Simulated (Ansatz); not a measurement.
VO2 in space group Pa-3 (No. 205; V on 4a, O on 8c) at seven volumes, PBE in the plane-wave PAW code Ansatz, shape and atoms relaxed at each. One row is withheld.

```json
[
 {"V (Å³/atom)": "8.361", "P (GPa)": "29.28"},
 {"V (Å³/atom)": "8.636", "P (GPa)": "17.89"},
 {"V (Å³/atom)": "8.912", "P (GPa)": "8.22"},
 {"V (Å³/atom)": "9.187", "P (GPa)": "-0.02"},
 {"V (Å³/atom)": "9.463", "P (GPa)": "-7.04"},
 {"V (Å³/atom)": "9.739", "P (GPa)": "-12.98"},
 {"V (Å³/atom)": "10.014", "P (GPa)": "?"}
]
```

**Question.** Fit the shown pressures and predict the withheld one.

**Answer.** P = (3/2)B₀(x^(7/2) − x^(5/2))[1 + (3/4)(B′ − 4)(x − 1)] with x = (V₀/V)^(2/3). Least squares on the six rows gives V₀ = 9.187 Å³/atom, B₀ = 253 GPa, B′ = 4.39. At V = 10.014, x = 0.9442 and P = -18.06 GPa. The run itself gave -18.01 GPa.

The start of the workflow was typed in or built on a structure type; neither database checked (COD, Materials Project) lists it. COD files the formula under space group No. 10, 12, 14, 136, so this cell is another polymorph or a model. Its standing as an ambient phase is unchecked. The cell was relaxed with PBE under the symmetry of its start; whether a distortion lowers the energy is not shown. Spin order of the final state: ferromagnetic, chosen from 2 collinear starts compared on coarse meshes (ties went to the first, and starts can fall back to one state), not a proven ground state. The volume moved by -22 % from the start of the relaxation. No Hubbard U is applied.

Potentials: the later of the program's two PAW sets.
